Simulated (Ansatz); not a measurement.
# Band table of TaBeB

```
CELL_PARAMETERS angstrom
2.48094 0.00000 0.00000
-1.24047 2.14856 0.00000
0.00000 0.00000 2.50659
ATOMIC_POSITIONS crystal
Ta 0.00000 0.00000 0.00000
Be 0.33333 0.66667 0.50000
B 0.66667 0.33333 0.50000
```

The base volume is that of a database entry, with shape and atoms relaxed on PAW files at held volume, so it needn't be at zero pressure; the structure needn't be the stable phase, at rest or compressed.

All numbers are PBEsol results (scalar-relativistic) from Ansatz 0.2.0, with a Γ-centred 13×13×11 k mesh, Fermi–Dirac smearing of 0.05 eV, no spin polarisation. Methods: LAPW: all electrons, basis error target 1 meV/atom.

This run: volume at 0.45 of the series' base cell.

Spin–orbit coupling is left out, which matters for the heavy atoms. The structure type is held throughout; the real material can change phase at far lower pressure.

Path points, in fractions of the reciprocal vectors: Γ (0.000, 0.000, 0.000), M (0.500, 0.000, 0.000), K (0.333, 0.333, 0.000), A (0.000, 0.000, 0.500), L (0.500, 0.000, 0.500), H (0.333, 0.333, 0.500). Levels in eV from the Fermi level; bands 16 to 31, counted from the lowest band of the run. The gap is zero, the pressure 879.8 GPa.

```
# k(1/Å) point b16 b17 b18 b19 b20 b21 b22 b23 b24 b25 b26 b27 b28 b29 b30 b31
0.000 Γ -17.83 -17.62 -17.62 -17.60 -17.60 -17.60 -17.34 -14.43 -7.84 -6.57 -6.57 1.30 6.73 6.73 9.85 9.85
0.244 - -17.81 -17.63 -17.62 -17.61 -17.60 -17.59 -17.36 -14.15 -7.52 -6.71 -6.21 0.13 6.49 7.91 8.19 8.82
0.487 - -17.76 -17.67 -17.65 -17.62 -17.59 -17.57 -17.43 -13.58 -7.46 -6.07 -5.21 -1.97 5.91 6.14 7.57 9.38
0.731 - -17.73 -17.67 -17.67 -17.65 -17.56 -17.52 -17.49 -13.13 -7.86 -4.53 -3.99 -3.91 4.97 5.19 6.96 8.95
0.975 - -17.78 -17.70 -17.68 -17.58 -17.54 -17.52 -17.47 -12.98 -8.03 -5.62 -3.43 -2.75 4.56 5.50 7.24 7.87
1.218 - -17.82 -17.71 -17.71 -17.57 -17.51 -17.50 -17.43 -13.01 -8.00 -6.69 -3.23 -2.06 4.13 7.10 7.93 8.21
1.462 M -17.83 -17.72 -17.72 -17.57 -17.49 -17.48 -17.41 -13.04 -7.95 -7.06 -3.29 -1.86 3.99 6.84 8.82 10.58
1.603 - -17.83 -17.72 -17.72 -17.59 -17.50 -17.48 -17.41 -12.89 -7.91 -6.98 -3.32 -1.76 2.87 8.01 8.12 10.25
1.744 - -17.82 -17.72 -17.70 -17.62 -17.51 -17.47 -17.42 -12.51 -7.76 -6.77 -3.40 -1.48 1.14 6.58 9.27 10.36
1.884 - -17.81 -17.73 -17.69 -17.66 -17.53 -17.46 -17.42 -12.03 -7.54 -6.41 -3.45 -0.97 -0.49 5.20 7.91 12.82
2.025 - -17.81 -17.75 -17.69 -17.66 -17.55 -17.46 -17.42 -11.62 -7.29 -5.95 -3.48 -1.91 -0.15 4.04 6.39 15.31
2.166 - -17.79 -17.76 -17.71 -17.64 -17.58 -17.45 -17.42 -11.37 -7.10 -5.42 -3.49 -3.01 1.05 3.19 4.86 17.54
2.306 K -17.79 -17.77 -17.72 -17.62 -17.59 -17.45 -17.42 -11.29 -7.04 -5.13 -3.51 -3.50 1.97 3.08 3.66 18.53
2.588 - -17.80 -17.74 -17.70 -17.65 -17.57 -17.46 -17.42 -11.52 -7.24 -5.67 -3.42 -2.16 0.18 2.18 7.56 16.93
2.869 - -17.79 -17.71 -17.66 -17.64 -17.57 -17.52 -17.44 -12.04 -7.54 -5.60 -3.49 -1.95 0.12 2.59 10.46 14.89
3.151 - -17.75 -17.68 -17.66 -17.61 -17.58 -17.55 -17.49 -12.66 -7.58 -4.77 -4.50 -3.02 2.67 3.74 8.22 13.03
3.432 - -17.74 -17.68 -17.65 -17.63 -17.60 -17.55 -17.46 -13.35 -7.30 -6.24 -4.55 -2.55 4.99 5.54 7.38 10.83
3.713 - -17.81 -17.63 -17.63 -17.61 -17.61 -17.59 -17.37 -14.07 -7.40 -6.79 -6.06 -0.17 6.36 7.89 8.27 8.53
3.995 Γ -17.83 -17.62 -17.62 -17.60 -17.60 -17.60 -17.34 -14.43 -7.84 -6.57 -6.57 1.30 6.73 6.73 9.85 9.85
4.204 - -17.83 -17.63 -17.63 -17.63 -17.59 -17.59 -17.34 -14.09 -7.64 -6.40 -6.40 1.33 5.04 5.04 10.23 10.33
4.413 - -17.83 -17.68 -17.67 -17.67 -17.56 -17.56 -17.34 -13.30 -7.03 -5.89 -5.89 1.51 2.66 2.66 8.64 8.64
4.621 - -17.84 -17.73 -17.71 -17.71 -17.52 -17.52 -17.33 -12.50 -6.09 -5.07 -5.07 0.63 0.63 2.17 6.27 6.27
4.830 - -17.84 -17.77 -17.75 -17.75 -17.48 -17.48 -17.33 -11.94 -5.22 -3.97 -3.97 -0.88 -0.88 3.66 3.90 3.90
5.039 - -17.84 -17.79 -17.78 -17.78 -17.45 -17.45 -17.33 -11.64 -4.74 -2.82 -2.82 -1.62 -1.62 1.75 1.75 5.68
5.248 A -17.85 -17.80 -17.79 -17.79 -17.44 -17.44 -17.33 -11.55 -4.60 -2.57 -2.57 -1.12 -1.12 0.42 0.42 6.46
5.492 - -17.83 -17.80 -17.78 -17.77 -17.45 -17.44 -17.36 -10.92 -5.98 -3.86 -2.74 -2.06 -0.63 2.07 2.11 7.22
5.735 - -17.81 -17.77 -17.76 -17.73 -17.48 -17.46 -17.40 -9.42 -8.33 -5.65 -3.51 -2.87 0.80 4.97 4.98 8.04
5.979 - -17.81 -17.72 -17.69 -17.67 -17.52 -17.52 -17.42 -10.49 -8.46 -7.16 -3.53 -2.99 3.03 7.73 8.26 8.88
6.223 - -17.82 -17.66 -17.61 -17.60 -17.58 -17.54 -17.43 -12.18 -8.92 -8.28 -3.10 -1.41 5.86 9.79 9.97 11.72
6.467 - -17.83 -17.62 -17.60 -17.58 -17.55 -17.50 -17.43 -13.27 -9.55 -8.97 -3.18 1.03 8.85 10.57 11.47 14.94
6.710 L -17.83 -17.64 -17.58 -17.57 -17.53 -17.47 -17.43 -13.65 -9.79 -9.20 -3.20 2.14 10.50 10.88 12.02 16.57
6.851 - -17.83 -17.64 -17.58 -17.58 -17.54 -17.47 -17.44 -13.64 -9.52 -9.34 -3.12 1.82 10.74 10.94 12.18 16.67
6.992 - -17.82 -17.64 -17.58 -17.58 -17.55 -17.46 -17.46 -13.59 -9.70 -8.75 -2.91 0.98 10.64 11.77 12.67 16.83
7.132 - -17.80 -17.65 -17.59 -17.57 -17.57 -17.49 -17.46 -13.53 -10.16 -7.59 -2.68 -0.10 10.33 12.95 13.48 15.77
7.273 - -17.78 -17.66 -17.61 -17.59 -17.56 -17.51 -17.45 -13.47 -10.60 -6.21 -2.49 -1.23 9.86 14.24 14.56 15.06
7.414 - -17.76 -17.67 -17.62 -17.60 -17.55 -17.53 -17.44 -13.44 -10.91 -4.88 -2.39 -2.26 9.38 14.67 15.49 15.67
7.554 H -17.75 -17.67 -17.62 -17.61 -17.54 -17.54 -17.44 -13.43 -11.02 -4.20 -2.79 -2.36 9.17 14.56 16.17 16.22
7.836 - -17.77 -17.66 -17.65 -17.57 -17.55 -17.52 -17.46 -13.32 -10.63 -5.25 -2.64 -2.43 9.84 13.79 14.77 15.39
8.117 - -17.80 -17.69 -17.62 -17.56 -17.55 -17.54 -17.48 -12.65 -9.64 -5.98 -3.96 -2.57 8.93 10.63 12.06 13.17
8.399 - -17.80 -17.73 -17.65 -17.62 -17.56 -17.50 -17.46 -11.18 -8.20 -6.61 -5.18 -2.68 4.98 8.86 9.35 9.85
8.680 - -17.80 -17.76 -17.75 -17.71 -17.50 -17.45 -17.43 -8.97 -8.74 -6.35 -4.16 -2.74 1.60 5.52 6.26 8.30
8.961 - -17.82 -17.80 -17.78 -17.77 -17.46 -17.44 -17.36 -10.72 -6.32 -4.18 -2.72 -2.31 -0.45 2.37 2.63 7.36
9.243 A -17.85 -17.80 -17.79 -17.79 -17.44 -17.44 -17.33 -11.55 -4.60 -2.57 -2.57 -1.12 -1.12 0.42 0.42 6.46
```
